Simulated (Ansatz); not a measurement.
Mg2SO as one 4-atom ordering (P4/mmm) on the rocksalt lattice, relaxed with r2SCAN in the plane-wave code Ansatz. It is tetragonal, P4/mmm (No. 123); conventional cell a = 3.408 Å, c = 4.761 Å, 13.83 Å³ an atom. O has 6 Mg at 2.38–2.41 Å; Mg has 2 O at 2.38 Å and 4 S at 2.41 Å; S has 6 Mg at 2.38–2.41 Å; Mg has 2 S at 2.38 Å and 4 O at 2.41 Å.

The axes x, y and z are those of this cell:
```xyz
4
Lattice="3.4084 0.0000 0.0000 0.0000 3.4084 0.0000 0.0000 0.0000 4.7611" Properties=species:S:1:pos:R:3 pbc="T T T"
O     0.0000    0.0000    0.0000
Mg    0.0000    0.0000    2.3806
S     1.7042    1.7042    2.3806
Mg    1.7042    1.7042    0.0000
```

Unstrained: PBE gives a direct gap of 3.187 eV at Γ. r2SCAN gives a direct gap of 3.975 eV at Γ. With HSE06 the gap is 4.512 eV and direct, at Γ. Meshes: PBE 8×8×6, r2SCAN 8×8×6, HSE06 6×6×4. Strains are changes of length per length, and xy shears are angles. After each strain the atoms were relaxed again with r2SCAN within the symmetry that the strain leaves, so tilts or polar shifts that break it weren't tested; points keep the names that they have in the unstrained zone. Note: simulated data, non-magnetic, for a generated structure that need not be the stable one.

(1) Apply xy shear, engineering strain (angle) +3.57 %. How far does the gap move, against the unstrained cell?

(2) Apply uniaxial -0.58 % along z, other directions held. How far does the gap move, against the unstrained cell?

Answers

(1) PBE: the gap goes from 3.187 to 3.140 eV (-0.047 eV); with r2SCAN the top three valence levels at Γ, grouped 2+1 from the top over 51 meV, become 1+1+1 over 108 meV. r2SCAN: the gap goes from 3.975 to 3.927 eV (-0.048 eV). HSE06: the gap goes from 4.512 to 4.453 eV (-0.059 eV). The r2SCAN energy rises by 3.5 meV an atom.

(2) PBE: the gap goes from 3.187 to 3.231 eV (+0.044 eV); with r2SCAN the top three valence levels at Γ, grouped 2+1 from the top over 51 meV, become 2+1 over 71 meV. r2SCAN: the gap goes from 3.975 to 4.021 eV (+0.046 eV). HSE06: the gap goes from 4.512 to 4.558 eV (+0.046 eV). The r2SCAN energy rises by 0.3 meV an atom.

The meshes of the hybrids are coarse, so their gaps aren't converged to the digits shown.

The splittings at Γ are without spin-orbit coupling, which regroups them where it is of like size or larger.
